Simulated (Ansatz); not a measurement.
Simulated powder pattern, neutron, λ = 1.5401 Å (kinematic, ideal powder, no thermal factors, coherent scattering alone; the 30 strongest lines at most, above 1 %, up to 2θ = 90°):

| 2θ (°) | I/Imax (%) |
|---|---|
| 37.30 | 100 |
| 43.34 | 12 |
| 62.95 | 13 |
| 75.51 | 98 |
| 79.51 | 6.6 |

The pattern belongs to a structure relaxed with LDA (plane waves, PAW; program Ansatz).

The compound is TiN.

Give the crystal system and the lattice parameters.

cubic, Fm-3m; a = 4.171 Å.

Symmetry was held in the LDA relaxation; of distortions, only those at the zone centre were tested. No spin polarisation was allowed.

Potentials: the later of the program's two PAW sets.
